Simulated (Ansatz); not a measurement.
All numbers below come from Ansatz 0.2.0, DFT PBE, scalar-relativistic, plane waves, PAW. Settings: cutoff 420 eV, Γ-centred meshes spaced at most about 0.3 Å⁻¹, and about 0.25 Å⁻¹ or finer for metals (2π included), Gaussian smearing. No spin polarisation in the final relaxations.

These are static total energies at zero pressure. All come from trial cells, and lower structures may exist.

Question: These unrelaxed guesses for Ti2W3 are each relaxed within their symmetry. Order them by the energy at which they end, lowest first.
A.

```
Ti W
1.0
     2.24974    1.29889    4.59226
    -2.24974    1.29889    4.59226
     0.00000   -2.59777    4.59226
Ti W
2 3
Direct
  0.80000 0.80000 0.80000
  0.20000 0.20000 0.20000
  0.40000 0.40000 0.40000
  0.60000 0.60000 0.60000
  0.00000 0.00000 0.00000
```

B.

```
Ti W
1.0
     2.71220    0.00000    0.00000
    -1.35610    2.34883    0.00000
     0.00000    0.00000   25.27767
Ti W
4 6
Direct
  0.33333 0.66667 0.15000
  0.33333 0.66667 0.35000
  0.66667 0.33333 0.85000
  0.66667 0.33333 0.65000
  0.33333 0.66667 0.75000
  0.33333 0.66667 0.95000
  0.33333 0.66667 0.55000
  0.66667 0.33333 0.05000
  0.66667 0.33333 0.25000
  0.66667 0.33333 0.45000
```

Answer: A (ends in R-3m, 0 meV/atom), B (ends in P6_3/mmc, 0.40 eV/atom).

These runs have no spin–orbit coupling, which can matter for W. A magnetic state wasn't ruled out in cells without spin, among them P6_3/mmc. Cells relaxed within their symmetry can be saddle points. Some candidate types were left out of the draw beforehand, so a known form may be missing.
